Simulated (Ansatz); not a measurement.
SiC (zinc blende), relaxed and computed with several functionals in Ansatz (plane waves, PAW).

| functional | a (Å) | gap (eV) | B₀ by P(V) fit (GPa) |
|---|---|---|---|
| HSE06 | 4.349 | 2.22 | 232 |
| PBE | 4.380 | 1.37 | 212 |
| r²SCAN | 4.356 | 1.71 | 227 |

All cells were relaxed under the symmetry of their starts (and spin orders); stability against distortions was not tested throughout.

Potentials: the later of the program's two PAW sets.

Ansatz (a quantum-chemistry and plane-wave program) is a plane-wave DFT program.
